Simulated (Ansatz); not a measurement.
CaF2 in space group P6_3/mmc (No. 194; Ca on 2c, F on 4f), DFT-PBE in the program Ansatz with PAW potentials. The conduction-band minimum lies at Γ, with 1 equivalent valley. Second derivatives d²E/dk² of the lowest band at one valley (eV·Å²), along Cartesian directions:

```
direction  d²E/dk²
---------  -------
[100]        14.48
[010]        14.48
[001]        10.45
[110]        14.48
[101]        12.47
[011]        12.47
```

Question: Find the principal effective masses, the density-of-states mass and the conductivity mass.

Answer: Off-diagonal terms follow from H_xy = H[110] − (H_xx + H_yy)/2, and m*/mₑ = 7.620 eV·Å² over each eigenvalue: 0.53, 0.53, 0.73. One valley's DOS mass (m₁m₂m₃)^(1/3) = 0.59, conductivity mass 3/(Σ 1/mᵢ) = 0.58 mₑ.

Question: What effective density of states Nc follows at 300 K for parabolic valleys?

Answer: Nc = 2.509e19 × 1 × (0.59)^(3/2) ≈ 1.1e19 cm⁻³.

The start of the workflow was typed in or built on a structure type; neither database checked (COD, Materials Project) lists it. It is not the phase usual at ambient conditions (space group No. 225). The cell was relaxed with PBE under the symmetry of its start; whether a distortion lowers the energy is not shown.

Potentials: the earlier of the program's two PAW sets.

Edges and masses are those of Kohn–Sham bands, whose gap is no quasiparticle gap.
